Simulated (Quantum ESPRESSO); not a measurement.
```cif
data_B2P2
_chemical_formula_sum 'B2 P2'
_space_group_name_H-M_alt 'P 1'
_space_group_IT_number 1
_cell_length_a 3.15605
_cell_length_b 3.15605
_cell_length_c 5.23632
_cell_angle_alpha 90.000
_cell_angle_beta 90.000
_cell_angle_gamma 120.000
loop_
_space_group_symop_operation_xyz
  'x, y, z'
loop_
_atom_site_label
_atom_site_type_symbol
_atom_site_fract_x
_atom_site_fract_y
_atom_site_fract_z
_atom_site_occupancy
B1 B 0.66667 0.33333 0.50044 1
B2 B 0.33333 0.66667 0.00044 1
P1 P 0.66667 0.33333 0.87456 1
P2 P 0.33333 0.66667 0.37456 1
```

Cell and atoms were relaxed with LDA from Materials Project entry mp-1008559, within its symmetry.

Question: What does LDA (Quantum ESPRESSO, PseudoDojo norm-conserving, 76 Ry, scalar-relativistic) give for the electronic structure near the Fermi level?

Answer: The LDA gap is indirect, 0.80 eV, from Γ to K; the smallest direct gap is 2.74 eV. 

This is not the ordinary phase of the substance; no match was found in the copy of COD used, and its stability was not checked.
